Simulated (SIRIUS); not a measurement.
Consider a self-consistent single point of InSe (R3m, 4 atoms in the cell; from Materials Project mp-22691, changed as shown).

```yaml
crystal:
  lattice:
    - [1.98288, 1.14481, 8.43635]
    - [-1.98288, 1.14481, 8.43635]
    - [0.00000, -2.28963, 8.43635]
  atoms:
    - { symbol: In, position: [0.11035, 0.11035, 0.11035] }
    - { symbol: In, position: [0.00183, 0.00183, 0.00183] }
    - { symbol: Se, position: [0.61971, 0.61971, 0.61971] }
    - { symbol: Se, position: [0.82581, 0.82581, 0.82581] }
```

Computed with LDA (PW92), GBRV LDA ultrasoft pseudopotentials (plane waves; SIRIUS).

SIRIUS settings:

```
setting                                                               value
--------------------------------------  -----------------------------------
parameters.ngridk                                                     8 8 8
parameters.xc_functionals                           [XC_LDA_X, XC_LDA_C_PW]
parameters.gk_cutoff                                           6.325 1/bohr
parameters.pw_cutoff                                          14.143 1/bohr
parameters.smearing                                             fermi_dirac
parameters.smearing_width                                     0.00183747 Ha
potentials                              GBRV LDA ultrasoft pseudopotentials
parameters.electronic_structure_method                      pseudopotential
parameters.num_bands                                                     23
parameters.num_mag_dims                                                   0
parameters.num_dft_iter                                                 100
parameters.energy_tol                                              1e-07 Ha
parameters.density_tol                                                1e-06
mixer.type                                                         broyden2
mixer.beta                                                              0.7
mixer.use_hartree                                                      true
```

Results:

| Item | Result |
|---|---|
| Number of valence electrons | 38 |
| Number of bands | 23 |
| Number of k-points after the program's reduction | 65 |
| Number of plane waves (most at a k-point) | 3337 |
| Number of SCF iterations | 18 |
| FFT grid | 80 × 80 × 80 |
| Free energy E − TS | -4799.9373 eV |
| Gap on the k-point mesh | 0.34 eV |
| Pressure | -0.02 GPa |
| Largest force (vector length) | 0.309 eV/Å |

Forces (eV/Å):
```csv
atom,Fx,Fy,Fz
In1,0.000,0.000,-0.251
In2,0.000,0.000,0.253
Se3,0.000,0.000,-0.309
Se4,0.000,0.000,0.307
```

Stress (GPa, positive for compression):
```
 0.11   0.00   0.00
 0.00   0.11   0.00
 0.00   0.00  -0.28
```

Gaps are taken between levels on the mesh.

For comparison: a first run was changed to give this one (lattice scaled by 0.98), and from it to this one the free energy falls by 11.6 meV/atom, the pressure goes from -2.93 to -0.02 GPa, the largest force goes from 0.158 to 0.309 eV/Å and the gap on the mesh goes from 0.192 to 0.339 eV.

The structure comes from a collection of computed structures, made at another level of theory; the collection holds predicted forms beside known ones.

Cost on one core: roughly 2.6 core-minutes.
